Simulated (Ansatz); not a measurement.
**Piezoelectric tensor of GaN at -0.5 GPa (stress–strain coefficients)**

Computed with Ansatz 0.2.0, DFT PBE, scalar-relativistic, plane waves, PAW. Cutoff 420 eV, 8×8×8 k-points (Γ-centred), fixed occupations. No spin polarisation.

The cell is fixed (symmetry leaves no force on the atoms) and stands under -0.5 GPa:
```
Ga N
1.0
     0.00000    2.27660    2.27660
     2.27660    0.00000    2.27660
     2.27660    2.27660    0.00000
Ga N
1 1
Direct
  0.00000 0.00000 0.00000
  0.25000 0.25000 0.25000
```

The cell is the ideal cubic zincblende prototype; this isn't the usual structure of the compound.

Question: Give the relaxed-ion proper piezoelectric stress tensor e_iJ (C/m², Voigt columns xx yy zz yz xz xy).

Answer:
```
x   0.000 0.000 0.000 0.203 0.000 0.000
y   0.000 0.000 0.000 0.000 0.203 0.000
z   0.000 0.000 0.000 0.000 0.000 0.203
```
Signs follow the orientation of the cell as given.

Question: With the elastic constants (GPa, Voigt order)
```
252.9 129.4 129.4   0.0   0.0   0.0
129.4 252.9 129.4   0.0   0.0   0.0
129.4 129.4 252.9   0.0   0.0   0.0
  0.0   0.0   0.0 145.3   0.0   0.0
  0.0   0.0   0.0   0.0 145.3   0.0
  0.0   0.0   0.0   0.0   0.0 145.3
```
find the strain coefficients d = e·C⁻¹ (pC/N).

Answer:
```
x   0.00 0.00 0.00 1.40 0.00 0.00
y   0.00 0.00 0.00 0.00 1.40 0.00
z   0.00 0.00 0.00 0.00 0.00 1.40
```

Cost: 1 run of about 1.8 core-minutes, on Intel Xeon Processor @ 2.50GHz (Skylake/Cascade Lake) (shared hosts).